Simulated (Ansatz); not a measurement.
YCo3B2:
Space group P6/mmm (No. 191); a = b = 4.954 Å, c = 2.970 Å, α = β = 90.00°, γ = 120.00°

```json
[
 {"atom": "Y", "site": "1a", "symmetry": "6/mmm", "x": "0.0000", "y": "0.0000", "z": "0.0000"},
 {"atom": "Co", "site": "3g", "symmetry": "mmm", "x": "0.5000", "y": "0.5000", "z": "0.5000"},
 {"atom": "B", "site": "2c", "symmetry": "-6m2", "x": "0.3333", "y": "0.6667", "z": "0.0000"}
]
```

Relaxed at zero pressure with DFT-PBEsol in the program Ansatz with PAW potentials.

### Question
The volume is lowered by 3 % and shape and atoms relax at that volume. What pressure results, and how do the axes share the change?

### Answer
7.3 GPa; a -1.0 %, b -1.0 %, c -1.1 %; the energy rises by 7 meV/atom.

### Question
Give the new structure.

### Answer

Space group P6/mmm (No. 191); a = b = 4.9069 Å, c = 2.9372 Å, α = β = 90.00°, γ = 120.00°

```csv
atom,site,symmetry,x,y,z
Y,1a,6/mmm,0.0000,0.0000,0.0000
Co,3g,mmm,0.5000,0.5000,0.5000
B,2c,-6m2,0.3333,0.6667,0.0000
```

The phase is kept; no other phase was compared at this pressure.

The first step of the workflow began from a Materials Project structure, measured or hypothetical; the Crystallography Open Database files this formula in space group No. 191, but the cells were not matched. Whether it is the stable phase at ambient conditions was not checked. The PBEsol relaxation kept the symmetry of its start; of distortions, only those at the zone centre were tested. The workflow began spin-polarised and lost its moments.

Potentials: the later of the program's two PAW sets.
